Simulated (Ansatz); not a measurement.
Relax this structure to zero stress and force, keeping its symmetry:

```
Zr B
1.0
     3.17133    0.00000    0.00000
    -1.58567    2.74645    0.00000
     0.00000    0.00000    3.54198
Zr B
1 2
Cartesian
  0.0000 0.0000 0.0000
  0.0000 1.8310 1.7710
  1.5857 0.9155 1.7710
```

Computed with Ansatz 0.2.0, DFT PBE+D3(BJ), scalar-relativistic, plane waves, PAW.

Cutoff 420 eV; k points 18×18×12 on the computed 3-atom cell (Γ-centred); Gaussian smearing, width 0.10 eV; no spin polarisation.

Task: What does it relax to?

Result: The volume falls by 0.26 Å³/atom to 10.02 Å³/atom, and the energy falls by 5.2 meV/atom. Final structure:
```
CELL_PARAMETERS angstrom
3.14472 0.00000 0.00000
-1.57236 2.72341 0.00000
0.00000 0.00000 3.50987
ATOMIC_POSITIONS crystal
Zr 0.00000 0.00000 0.00000
B 0.33333 0.66667 0.50000
B 0.66667 0.33333 0.50000
```

Course of the relaxation (steps run on the plane waves of an earlier cell, and the basis is chosen afresh near the end, so energy and pressure can step there; trial steps that raised the energy were taken back; energies are free energies):

| step | E − E_final (meV/atom) | P (GPa) | V (Å³/atom) |
| --- | --- | --- | --- |
| 1 | 5.2 | -6.21 | 10.28 |
| 2 | 1.5 | 2.90 | 9.90 |
| 3 | -0.2 | 0.15 | 10.02 |
| 4 | -0.3 | -0.09 | 10.02 |
| 5 | -0.3 | 0.00 | 10.02 |
| 6 | 0.0 | -0.03 | 10.02 |

Cost: 1 run of about 0.52 core-minutes, on Arm Neoverse V2 (shared hosts).